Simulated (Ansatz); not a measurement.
MgF₂ (rutile, P4_2/mnm), plane-wave PAW PBE (Ansatz code). The conduction-band minimum lies at Γ, with 1 equivalent valley. Second derivatives d²E/dk² of the lowest band at one valley (eV·Å²), along Cartesian directions:

| direction | d²E/dk² |
|---|---|
| [100] | 14.19 |
| [010] | 14.19 |
| [001] | 14.88 |
| [110] | 14.19 |
| [101] | 14.54 |
| [011] | 14.54 |

### Question
Find the principal effective masses, the density-of-states mass and the conductivity mass.

### Answer
Off-diagonal terms follow from H_xy = H[110] − (H_xx + H_yy)/2, and m*/mₑ = 7.620 eV·Å² over each eigenvalue: 0.51, 0.54, 0.54. One valley's DOS mass (m₁m₂m₃)^(1/3) = 0.53, conductivity mass 3/(Σ 1/mᵢ) = 0.53 mₑ.

### Question
What effective density of states Nc follows at 300 K for parabolic valleys?

### Answer
Nc = 2.509e19 × 1 × (0.53)^(3/2) ≈ 9.7e18 cm⁻³.

The cell was relaxed with PBE under the symmetry of its start.

Potentials: the later of the program's two PAW sets.

Edges and masses are those of Kohn–Sham bands, whose gap is no quasiparticle gap.
